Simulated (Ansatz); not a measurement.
## Ionic part of the dielectric constant of LiCl at -3.1 GPa, mode by mode

Level of theory: Ansatz 0.2.0, DFT LDA, scalar-relativistic, plane waves, PAW. Settings: 420 eV plane-wave cutoff, Γ-centred 8×8×8 mesh, fixed occupations. No spin polarisation. Phonons by linear response, acoustic sum rule imposed.

It takes space group Fm-3m (No. 225, cubic). Conventional cell: a = 5.121 Å, b = 5.121 Å, c = 5.121 Å, α = 90.00°, β = 90.00°, γ = 90.00°. Around Li (site symmetry m-3m) lie 6 Cl at 2.56 Å. Cl (site symmetry m-3m) is surrounded by 6 Li at 2.56 Å.

The cell is the ideal cubic rocksalt prototype.

The primitive cell has V = 33.57 Å³ and ε∞,zz = 3.052. Each polar mode adds Δε = (4.92064×10⁷/V)·S/ν² along z, with S its oscillator strength in e²/amu, ν in cm⁻¹ and V in Å³.

Question: From these modes, find each Δε and ε0,zz.
| ν (cm⁻¹) | S_zz (e²/amu) |
| --- | --- |
| 162.8 | 0.2409 |

Answer:
```
ν (cm⁻¹)     Δε
   162.8  13.32
```

The sum is 13.317, so ε0,zz = 16.37; the run's tensor has 16.37.

Question: Where do the longitudinal modes lie for a wave vector along z?

Answer: At 377 cm⁻¹. The Lyddane–Sachs–Teller product Π(ν_LO/ν_TO)² = 5.36 matches ε0/ε∞ = 5.36.

Cost: 1 run of about 1.8 core-minutes, on Intel Xeon Processor @ 2.50GHz (Skylake/Cascade Lake) (shared hosts).